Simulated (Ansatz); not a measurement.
Ge:
Space group P6₃/mmc (No. 194); a = 4.002 Å, b = 4.002 Å, c = 13.141 Å, α = 90.00°, β = 90.00°, γ = 120.00°

```tsv
atom	site	symmetry	x	y	z
Ge	4e	3m.	0.0000	0.0000	0.0932
Ge	4f	3m.	0.3333	0.6667	0.1559
```

Relaxed with r²SCAN. Plane-wave PAW r²SCAN (Ansatz code) gives a gap of 0.27 eV.

Question: What gap does HSE06 give on the same cell (Ansatz, PAW)?

Answer: 0.61 eV, 0.33 eV more. The hybrid was solved on a coarser mesh and at special points; its gap is the smallest among all of these.

```csv
k,v1 r²SCAN,c1 r²SCAN,v1 HSE06,c1 HSE06
Γ,0.00,0.27,0.00,0.61
A,-0.36,0.43,…,…
K,-2.17,1.59,…,…
H,-2.61,1.59,…,…
M,-1.55,0.46,…,…
L,-1.91,0.86,-1.98,1.18
```

Question: Top valence (v1) and lowest conduction level (c1) in eV from each method's valence maximum (which need not be a listed point): supply the withheld HSE06 values.

Answer: 
- A, v1 HSE06: -0.36
- A, c1 HSE06: 0.77
- M, v1 HSE06: -1.60
- M, c1 HSE06: 0.79
- H, v1 HSE06: -2.70
- H, c1 HSE06: 1.90
- K, v1 HSE06: -2.22
- K, c1 HSE06: 1.93

Cost on shared cores: the r²SCAN run (SCF on a 8×8×2 mesh, then bands and DOS) very roughly 4 core-minutes, the HSE06 run (SCF on 5×5×2, then a few points) about 10 core-minutes (a rough figure); the tasks are unlike.

Space group P6_3/mmc. The first step of the workflow began from a Materials Project structure, measured or hypothetical; the Crystallography Open Database copy checked does not list it. It is not the phase usual at ambient conditions (space group No. 227). The cell was relaxed with r²SCAN under the symmetry of its start; of distortions, only those at the zone centre were tested. Spin–orbit coupling is left out wherever it is not named.

Potentials: the earlier of the program's two PAW sets.
